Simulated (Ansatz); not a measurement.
# ²⁵Mg NMR of the central transition in K6MgSb2S8

Cell: a computed structure from the Materials Project (it need not be an observed phase), atoms as given.

```
K Mg Sb S
1.0
     8.07197    0.00000    0.00000
     0.27218    8.29070    0.00000
     2.74360    0.25849    8.03094
K Mg Sb S
6 1 2 8
Direct
  0.63253 0.97005 0.74877
  0.43806 0.47758 0.29413
  0.96283 0.62778 0.24540
  0.18416 0.97607 0.70524
  0.25615 0.43543 0.78732
  0.67076 0.00315 0.15697
  0.83120 0.20595 0.41369
  0.74262 0.51661 0.74833
  0.21802 0.06624 0.19869
  0.52257 0.18081 0.48797
  0.59121 0.65032 0.58127
  0.00264 0.23280 0.10573
  0.86277 0.69654 0.89223
  0.99121 0.94514 0.43689
  0.98980 0.38202 0.55604
  0.29724 0.83228 0.02743
  0.56456 0.32684 0.93890
```

Sites (sets of like atoms) are named by element and the number of their first atom in this list.

Computed with Ansatz: DFT, PBE, plane waves and PAW, scalar-relativistic, 420 eV cutoff, Γ-centred 5×4×4 k-points, Fermi–Dirac smearing 0.05 eV.

²⁵Mg has I = 5/2 and Q = 199.4 mb (Pyykkö 2018); at 21.1 T its Larmor frequency is ν₀ = 55.0 MHz. Only the quadrupole interaction is simulated: positions count from each site's isotropic chemical shift, and shift anisotropy, dipolar and J coupling are left out.

(1) Simulate the second-order pattern (static powder, Gaussian broadening 2 kHz) of site Mg (4 S at 2.38–2.55 Å).

Results:

(1) The calculation gives C_Q = -9.56 MHz and η = 0.17, so ν_Q = 1.43 MHz and the centre of gravity lies at -183 ppm (-10.1 kHz).

```json
{"offset (kHz)": "-42.89", "height": "0"}
{"offset (kHz)": "-41.16", "height": "1"}
{"offset (kHz)": "-39.42", "height": "17"}
{"offset (kHz)": "-37.68", "height": "47"}
{"offset (kHz)": "-35.95", "height": "55"}
{"offset (kHz)": "-34.21", "height": "59"}
{"offset (kHz)": "-32.48", "height": "64"}
{"offset (kHz)": "-30.74", "height": "71"}
{"offset (kHz)": "-29.00", "height": "86"}
{"offset (kHz)": "-27.27", "height": "100"}
{"offset (kHz)": "-25.53", "height": "81"}
{"offset (kHz)": "-23.79", "height": "68"}
{"offset (kHz)": "-22.06", "height": "61"}
{"offset (kHz)": "-20.32", "height": "57"}
{"offset (kHz)": "-18.58", "height": "54"}
{"offset (kHz)": "-16.85", "height": "51"}
{"offset (kHz)": "-15.11", "height": "50"}
{"offset (kHz)": "-13.38", "height": "48"}
{"offset (kHz)": "-11.64", "height": "47"}
{"offset (kHz)": "-9.90", "height": "46"}
{"offset (kHz)": "-8.17", "height": "46"}
{"offset (kHz)": "-6.43", "height": "45"}
{"offset (kHz)": "-4.69", "height": "45"}
{"offset (kHz)": "-2.96", "height": "45"}
{"offset (kHz)": "-1.22", "height": "45"}
{"offset (kHz)": "0.52", "height": "39"}
{"offset (kHz)": "2.25", "height": "36"}
{"offset (kHz)": "3.99", "height": "37"}
{"offset (kHz)": "5.72", "height": "39"}
{"offset (kHz)": "7.46", "height": "41"}
{"offset (kHz)": "9.20", "height": "44"}
{"offset (kHz)": "10.93", "height": "49"}
{"offset (kHz)": "12.67", "height": "56"}
{"offset (kHz)": "14.41", "height": "70"}
{"offset (kHz)": "16.14", "height": "96"}
{"offset (kHz)": "17.88", "height": "80"}
{"offset (kHz)": "19.62", "height": "53"}
{"offset (kHz)": "21.35", "height": "17"}
{"offset (kHz)": "23.09", "height": "1"}
{"offset (kHz)": "24.82", "height": "0"}
```

At Mg V_zz points along its shortest bond, to S (within 4°).

The run took 3.9 min of wall time (7.6 min of CPU time) and 1.7 GiB at its peak, on 2 threads of Intel Xeon Processor @ 2.50GHz (Skylake/Cascade Lake) (x86_64; 62 cores open to the job, memory cap 5.0 GiB, no GPU), a shared host with a load of 0.9 a core.
